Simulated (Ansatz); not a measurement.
Zr3HRh in space group Pm-3m (No. 221; Rh on 1a, Zr on 3c, H on 1b) at seven volumes, r²SCAN in the plane-wave PAW code Ansatz, scaled uniformly. One row is withheld.

```tsv
V (Å³/atom)	P (GPa)
14.985	14.85
15.479	9.15
15.973	?
16.467	-0.01
16.961	-3.66
17.455	-6.81
17.949	-9.51
```

Q: Fit the shown pressures and predict the withheld one.

A: Third-order Birch–Murnaghan: P = (3/2)B₀(x^(7/2) − x^(5/2))[1 + (3/4)(B′ − 4)(x − 1)] with x = (V₀/V)^(2/3). Least squares on the six rows gives V₀ = 16.466 Å³/atom, B₀ = 130.9 GPa, B′ = 3.95. At V = 15.973, x = 1.0205 and P = 4.23 GPa. The run itself gave 4.24 GPa.

The start of the workflow was typed in or built on a structure type; neither database checked (COD, Materials Project) lists it. Whether it is the stable phase at ambient conditions was not checked. The cell was relaxed with r²SCAN under the symmetry of its start. At this level the phase is mechanically unstable. No spin polarisation was allowed.

Potentials: the earlier of the program's two PAW sets.
